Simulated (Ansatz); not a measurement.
The relaxed structure here is a generated cell of CdS: the first start was made by placing the elements on the sites of a structure type, and the end was not matched to a known phase here, so it may be hypothetical. Known forms of CdS include space group No. 186, 216.

A relaxed structure of CdS. The numbers are results of PBEsol (plane waves to 420 eV, PAW, scalar-relativistic; Ansatz, a quantum-chemistry and plane-wave program), not measurements.

```cif
data_Cd4S4
_chemical_formula_sum 'Cd4 S4'
_space_group_name_H-M_alt 'P 1'
_space_group_IT_number 1
_cell_length_a 5.33065
_cell_length_b 5.33065
_cell_length_c 7.20419
_cell_angle_alpha 90.000
_cell_angle_beta 90.000
_cell_angle_gamma 90.000
loop_
_space_group_symop_operation_xyz
  'x, y, z'
loop_
_atom_site_label
_atom_site_type_symbol
_atom_site_fract_x
_atom_site_fract_y
_atom_site_fract_z
_atom_site_occupancy
Cd1 Cd 0.75000 0.75000 0.25000 1
Cd2 Cd 0.25000 0.25000 0.25000 1
Cd3 Cd 0.25000 0.75000 0.75000 1
Cd4 Cd 0.75000 0.25000 0.75000 1
S1 S 0.00000 0.50000 0.54052 1
S2 S 0.50000 0.00000 0.45948 1
S3 S 0.00000 0.50000 0.04052 1
S4 S 0.50000 0.00000 0.95948 1
```

Find the space group and the Wyckoff positions (tolerance 0.01 Å).

Space group P4₂/ncm, origin choice 1 (No. 138); a = b = 5.3307 Å, c = 7.2042 Å, α = β = γ = 90.00°

```csv
atom,site,symmetry,x,y,z
Cd,4c,..2/m,0.2500,0.2500,0.2500
S,4e,2.mm,0.0000,0.5000,0.0405
```

Give the shortest distances between elements (the closest pairs, up to four, under 3.6 Å).

Cd–S 2.41 Å.

* **Volume per atom**: 25.59 Å³
* **Band gap**: 0.98 eV, indirect (valence top at 50 % of the way from Γ to X, conduction bottom at Γ) (no spin-orbit coupling)
* **Smallest direct gap**: 1.09 eV at Γ

No spin polarisation in the result.

The run could not lose the symmetry of its start, so the end can be a saddle point.

It was reached from a disturbed copy of a P4₂/mmc (No. 131) cell, against which it lies -0.03 eV/atom.
